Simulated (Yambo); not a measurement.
```xyz
4
Lattice="3.8607 0.0000 0.0000 0.0000 3.8607 0.0000 0.0000 0.0000 5.4467" Properties=species:S:1:pos:R:3 pbc="T T T"
Al     1.9304     1.9304     2.7233
P      0.0000     1.9304     1.3610
P      1.9304     0.0000     4.0857
Ga     0.0000     0.0000     0.0000
```

GaAlP$_{2}$ (space group P-4m2, No. 115): G0W0@PBEsol in Yambo (4×4×4 Γ-centred k mesh, 147 bands and a 8 Ry block in the screening, 147 bands in G with the Bruneval-Gonze terminator, plasmon pole fitted at 27.2 eV) on wavefunctions from Quantum ESPRESSO. With the symmetry operations that carry no fractional translation, the mesh has 18 irreducible k points, and the gap Γ → M is 2.265 eV.

Question: What changes when point-group symmetry is switched off and time reversal alone is kept?

Answer: The mesh then has 36 irreducible points. The exact result doesn't change; the run gives 2.262 eV, and the difference is numerical residue, whose source wasn't traced. Rough time against the symmetric run: within a factor of two for the empty bands, about 2× for Yambo (3 states against 4).

Spin-orbit coupling is not included.

Geometry relaxed with PBEsol.

The structure is a Materials Project entry; no match was found in the copy of COD used, and its stability was not checked.
